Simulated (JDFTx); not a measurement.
An input for JDFTx (a modified build) (ZrSi2(010), linear PCM (GLSSA13), water, 1 M NaCl; bohr, hartree) and the course of its log:

```
lattice \
  6.9414364873 0.0000000000 0.0000000000 \
  0.0000000000 6.9607683855 0.0000000000 \
  0.0000000000 0.0000000000 55.3689754515
coords-type Lattice
ion Si 0.2500000000 0.5000000000 -0.2183359649 0
ion Si 0.7500000000 0.5000000000 -0.1270137470 0
ion Si 0.2500000000 0.0000000000 -0.1267599730 0
ion Si 0.7500000000 0.0000000000 -0.0261183910 0
ion Si 0.2500000000 0.0000000000 0.0261183910 0
ion Si 0.7500000000 0.0000000000 0.1267599730 0
ion Si 0.2500000000 0.5000000000 0.1270137470 0
ion Si 0.7500000000 0.5000000000 0.2183359649 0
ion Zr 0.7500000000 0.0000000000 -0.1993435597 0
ion Zr 0.2500000000 0.5000000000 -0.0537543490 0
ion Zr 0.7500000000 0.5000000000 0.0537543490 0
ion Zr 0.2500000000 0.0000000000 0.1993435597 0
ion-species pseudo/si_pbe_v1.upf
ion-species pseudo/zr_pbe_v1.upf
elec-cutoff 20 100
elec-ex-corr gga-PBE
coulomb-interaction Slab 001
coulomb-truncation-embed 0 0 0
kpoint-folding 6 6 1
elec-smearing Fermi 0.01
elec-n-bands 57
target-mu -0.142955
electronic-scf nIterations 100 energyDiffThreshold 1e-07
fluid LinearPCM
pcm-variant GLSSA13
fluid-solvent H2O
fluid-cation Na+ 1
fluid-anion Cl- 1
fluid-minimize nIterations 400 knormThreshold 1e-12
wavefunction read f0.wfns
elec-initial-eigenvals f0.eigenvals
elec-initial-fillings read f0.fillings
fluid-initial-state f0.fluidState
dump-name f0_u3.$VAR
dump End State Ecomponents EigStats BandEigs Forces ElecDensity IonicPositions Fillings Kpoints Dtot FluidDebug BoundCharge FluidDensity
```

```
[one cycle in 5 is shown, and the last three; fluid-solver lines are left out]
	FillingsUpdate:  mu: -0.142955000  nElectrons: 79.397443
SCF: Cycle:  0   G: -209.252809966271144   dG: +1.183e-01   |Residual|: 1.845e-02   |deigs|: 4.969e-06
	FillingsUpdate:  mu: -0.142955000  nElectrons: 79.896587
SCF: Cycle:  5   G: -209.369530742882858   dG: +1.235e-04   |Residual|: 2.420e-03   |deigs|: 1.005e-04
	FillingsUpdate:  mu: -0.142955000  nElectrons: 79.879014
SCF: Cycle: 10   G: -209.368311823237917   dG: +1.046e-03   |Residual|: 3.168e-03   |deigs|: 1.756e-04
	FillingsUpdate:  mu: -0.142955000  nElectrons: 79.681593
SCF: Cycle: 15   G: -209.342777290556427   dG: +1.457e-02   |Residual|: 9.209e-03   |deigs|: 7.556e-04
	FillingsUpdate:  mu: -0.142955000  nElectrons: 78.969120
SCF: Cycle: 20   G: -209.076965088708334   dG: -2.132e-01   |Residual|: 2.952e-02   |deigs|: 2.634e-03
	FillingsUpdate:  mu: -0.142955000  nElectrons: 78.981297
SCF: Cycle: 25   G: -209.089383905126795   dG: +1.377e-02   |Residual|: 2.876e-02   |deigs|: 1.990e-04
	FillingsUpdate:  mu: -0.142955000  nElectrons: 79.888086
SCF: Cycle: 30   G: -209.371928488712854   dG: +3.782e-04   |Residual|: 1.441e-03   |deigs|: 4.524e-04
	FillingsUpdate:  mu: -0.142955000  nElectrons: 79.644274
SCF: Cycle: 35   G: -209.358924849461090   dG: +4.477e-03   |Residual|: 6.665e-03   |deigs|: 3.668e-04
	FillingsUpdate:  mu: -0.142955000  nElectrons: 79.671253
SCF: Cycle: 40   G: -209.364070839768431   dG: +8.657e-03   |Residual|: 5.637e-03   |deigs|: 1.182e-03
	FillingsUpdate:  mu: -0.142955000  nElectrons: 78.905077
SCF: Cycle: 45   G: -209.131512171890023   dG: +1.117e-01   |Residual|: 2.719e-02   |deigs|: 2.091e-03
	FillingsUpdate:  mu: -0.142955000  nElectrons: 79.708117
SCF: Cycle: 50   G: -209.371251187193820   dG: -9.973e-04   |Residual|: 3.217e-03   |deigs|: 3.625e-04
	FillingsUpdate:  mu: -0.142955000  nElectrons: 78.998333
SCF: Cycle: 55   G: -209.198959143238739   dG: +1.728e-01   |Residual|: 2.322e-02   |deigs|: 5.845e-03
	FillingsUpdate:  mu: -0.142955000  nElectrons: 79.398519
SCF: Cycle: 60   G: -209.333805033229595   dG: +2.963e-02   |Residual|: 1.152e-02   |deigs|: 1.535e-03
	FillingsUpdate:  mu: -0.142955000  nElectrons: 79.561934
SCF: Cycle: 65   G: -209.366189212693911   dG: -1.665e-02   |Residual|: 5.653e-03   |deigs|: 9.282e-04
	FillingsUpdate:  mu: -0.142955000  nElectrons: 79.442070
SCF: Cycle: 70   G: -209.350149146150983   dG: -1.113e-01   |Residual|: 8.986e-03   |deigs|: 3.044e-03
	FillingsUpdate:  mu: -0.142955000  nElectrons: 79.382473
SCF: Cycle: 75   G: -209.343449939807670   dG: +1.051e-02   |Residual|: 9.800e-03   |deigs|: 5.684e-04
	FillingsUpdate:  mu: -0.142955000  nElectrons: 79.051769
SCF: Cycle: 80   G: -209.186086228127778   dG: +1.418e-01   |Residual|: 2.463e-02   |deigs|: 3.069e-03
	FillingsUpdate:  mu: -0.142955000  nElectrons: 78.704066
SCF: Cycle: 85   G: -209.082282289200975   dG: +7.022e-02   |Residual|: 3.017e-02   |deigs|: 1.168e-03
	FillingsUpdate:  mu: -0.142955000  nElectrons: 79.146578
SCF: Cycle: 90   G: -209.282966283944916   dG: -4.115e-02   |Residual|: 1.640e-02   |deigs|: 1.054e-03
	FillingsUpdate:  mu: -0.142955000  nElectrons: 79.508865
SCF: Cycle: 95   G: -209.367624601939241   dG: -7.603e-03   |Residual|: 4.966e-03   |deigs|: 5.426e-04
	FillingsUpdate:  mu: -0.142955000  nElectrons: 79.637702
SCF: Cycle: 97   G: -209.375393013092406   dG: -9.115e-04   |Residual|: 5.581e-04   |deigs|: 3.595e-04
	FillingsUpdate:  mu: -0.142955000  nElectrons: 79.654892
SCF: Cycle: 98   G: -209.375439652235286   dG: -4.664e-05   |Residual|: 6.540e-04   |deigs|: 1.431e-04
	FillingsUpdate:  mu: -0.142955000  nElectrons: 79.640285
SCF: Cycle: 99   G: -209.375418627689243   dG: +2.102e-05   |Residual|: 7.495e-04   |deigs|: 1.367e-04
SCF: None of the convergence criteria satisfied after 100 iterations.
IonicMinimize: Iter:   0  G: -209.375418627689243  |grad|_K:  0.000e+00
IonicMinimize: Converged (|grad|_K<1.000000e-04).
```

This run gave no converged result. The electronic loop ended without meeting its threshold, so the last energy, electron count and forces aren't results.
